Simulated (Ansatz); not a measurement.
YIn₃:
```
YIn3
1.0
    4.61573     0.00000     0.00000
    0.00000     4.61573     0.00000
    0.00000     0.00000     4.61573
Y In
1 3
Direct
  0.00000   0.00000   0.00000
  0.00000   0.50000   0.50000
  0.50000   0.00000   0.50000
  0.50000   0.50000   0.00000
```

Relaxed with r²SCAN. Special points in fractions of this cell's reciprocal vectors: Γ (0.000, 0.000, 0.000); X (0.000, 0.500, 0.000); M (0.500, 0.500, 0.000); R (0.500, 0.500, 0.500).

Task: List the band energies nearest the Fermi level at these points for r²SCAN (plane waves, PAW; program Ansatz).

Result: In eV from the Fermi level; about four levels below and three above (degenerate sets whole), none deeper than 8.9 eV; points with the same levels are listed once.

```json
[
 {"k": "Γ", "below": "-2.93 -2.93 -1.80 -1.80 -1.80", "above": "2.18 2.18 2.18"},
 {"k": "X", "below": "-1.59 -1.59 -1.38 -1.07", "above": "1.37 1.37 1.94"},
 {"k": "M", "below": "-5.81 -5.81 -3.99 -0.42 -0.42", "above": "1.41 1.88 2.60"},
 {"k": "R", "below": "-3.88 -2.69 -2.69 -2.69", "above": "2.19 3.22 3.22"}
]
```

Space group Pm-3m (Cu3Au type). The first step of the workflow began from a Materials Project structure, measured or hypothetical; the Crystallography Open Database files this formula in space group No. 221, but the cells were not matched. Its standing as an ambient phase is unchecked. Symmetry was held in the r²SCAN relaxation; whether a distortion lowers the energy is not shown. The run is not spin-polarised. Spin–orbit coupling is left out wherever it is not named.

Potentials: the later of the program's two PAW sets.
